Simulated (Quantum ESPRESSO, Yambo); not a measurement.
MgO (rock salt, space group Fm-3m, No. 225) under isotropic strain (on all lattice vectors), counted from the cell relaxed with PBEsol, atoms relaxed at each step. PBEsol (Quantum ESPRESSO, PseudoDojo norm-conserving, 84 Ry, no spin-orbit coupling); G0W0 in Yambo (6×6×6 Γ-centred k mesh, bands 2 to 71 and a 14 Ry block in the screening, 71 bands in G with the Bruneval-Gonze terminator, plasmon pole fitted at 27.2 eV).

| strain s (%) | PBEsol direct gap at Γ (eV) | G0W0 direct gap at Γ (eV) |
|---|---|---|
| -3 | 5.599 | 8.354 |
| -1.5 | 5.112 | 7.770 |
| -0.7 | 4.866 | 7.468 |
| 0 | 4.659 | 7.206 |
| +1 | 4.375 | 6.859 |
| +2 | ? | ? |

**Question.** Fit a parabola in s to each column by least squares and predict the withheld row.

**Answer.** PBEsol: E = 4.659 − 0.2911 s + 0.0074 s² (largest residual 1 meV), giving 4.106 eV at s = +2; the run gave 4.105 eV, a miss of 1 meV. G0W0: E = 7.211 − 0.3607 s + 0.0069 s² (largest residual 5 meV), giving 6.517 eV at s = +2; the run gave 6.505 eV, a miss of 13 meV. The withheld row lies outside the fitted range, so this is an extrapolation. The GW settings are held fixed; their convergence isn't established.
